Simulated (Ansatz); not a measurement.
A surface is cut from this relaxed crystal of SnO:

```cif
data_structure
_symmetry_space_group_name_H-M 'P4/nmm:1'
_symmetry_Int_Tables_number 129
_cell_length_a 3.8080
_cell_length_b 3.8080
_cell_length_c 4.9341
_cell_angle_alpha 90.000
_cell_angle_beta 90.000
_cell_angle_gamma 90.000
_cell_volume 71.55
loop_
_atom_site_label
_atom_site_type_symbol
_atom_site_symmetry_multiplicity
_atom_site_Wyckoff_symbol
_atom_site_fract_x
_atom_site_fract_y
_atom_site_fract_z
_atom_site_occupancy
Sn1 Sn 2 c 0.00000 0.50000 0.23247 1
O1 O 2 a 0.00000 0.00000 0.00000 1
```

Miller indices refer to the conventional cell of P4/nmm (No. 129), a = 3.808 Å, b = 3.808 Å, c = 4.934 Å, α = 90.00°, β = 90.00°, γ = 90.00°. The bulk's gap is 0.36 eV.

The (100) slab of 5 planes, 7.6 Å thick with 15 Å of vacuum as cut; outer planes SnO (top) and SnO (bottom).

Computed with DFT r2SCAN, scalar-relativistic, plane waves, PAW (Ansatz 0.2.0). Plane waves to 500 eV, a k mesh through Γ of 9×7×1 on the computed 10-atom cell and Gaussian smearing (0.05 eV); no spin polarisation. A dipole correction removes the field between periodic images along c.

With the atoms at the bulk's places:

| Quantity | Value |
| --- | --- |
| Surface energy (mean of both faces) | 0.57 J/m² |
| Gap of the slab on the mesh | 0.79 eV |

(1) What changes when all atoms relax within this surface cell and its symmetry?

An odd mesh misses points on the zone edge, so a gap read on it can be too wide. Gaps are read on the k points sampled, so a band crossing between them can be missed.

Answers

(1) The energy falls by 0.091 J/m² a face, and the largest move is 0.09 Å.

- Surface energy (mean of both faces): 0.48 J/m²
- Gap of the slab on the mesh: 0.85 eV

```
plane (bottom to top) atoms spacing to next, bulk (Å) relaxed (Å) change (%) rumpling (Å)
                    1    SnO                      1.904        1.807        -5.1         0.001
                    2    SnO                      1.904        1.928        +1.2         0.078
                    3    SnO                      1.904        1.928        +1.2         0.000
                    4    SnO                      1.904        1.807        -5.1         0.078
                    5    SnO                                                             0.001
```